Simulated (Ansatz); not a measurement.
All numbers below come from DFT PBE, scalar-relativistic, plane waves, PAW, and for the lanthanide a 4f-in-core norm-conserving potential, in Ansatz 0.2.0. All cells share a 690 eV cutoff and Γ-centred k meshes spaced at most about 0.3 Å⁻¹ (about 0.25 or finer for metals, 2π included). No spin polarisation in the final relaxations.

Temperature and zero-point effects are left out.

Two relaxed structures of SmO3:

A. Space group P-6m2 (No. 187), hexagonal, a = 4.094 Å, c = 4.469 Å. Around Sm lie 2 O at 2.23 Å and 6 O at 2.48 Å; around O on a site of symmetry -6m2 lie 2 Sm at 2.23 Å and 6 O at 2.80 Å; O on a site of symmetry 3m is surrounded by 1 O at 1.48 Å, 3 Sm at 2.48 Å and 3 O at 2.80 Å.

B. Space group Pm-3m (No. 221), cubic, a = 3.548 Å. Sm has 12 O at 2.51 Å; O has 4 Sm at 2.51 Å and 8 O at 2.51 Å.

Question: Which is lower in energy, and by how much?

Answer: A is lower, by 187 meV/atom. A has space group P-6m2 (No. 187), 16.2 Å³/atom and no gap on its mesh; B has space group Pm-3m (No. 221), 11.2 Å³/atom and no gap. Counting O atoms around Sm (those within 1.25 times the shortest such distance or 1.15 times the sum of covalent radii, 1.27 where that leaves under three; a plus sign parts nearer from farther groups), A has Sm 2+6 and B has Sm 12. A holds O–O pairs (shortest 1.48 Å, as in peroxide); in B the shortest O–O distance is 2.51 Å. The lower one is the more open, so pressure narrows the difference. Both come from invented guesses.

In P-6m2, Pm-3m an odd number of valence electrons (the lanthanide is held trivalent, its 4f shell in the core) allows no gap without spin; another valence of the lanthanide, a larger cell or a magnetic state could open one. A magnetic state wasn't ruled out in cells without spin, among them P-6m2, Pm-3m. Cells relaxed within their symmetry can be saddle points.

The lanthanide is trivalent by construction, without f bands, f moments or other valences.
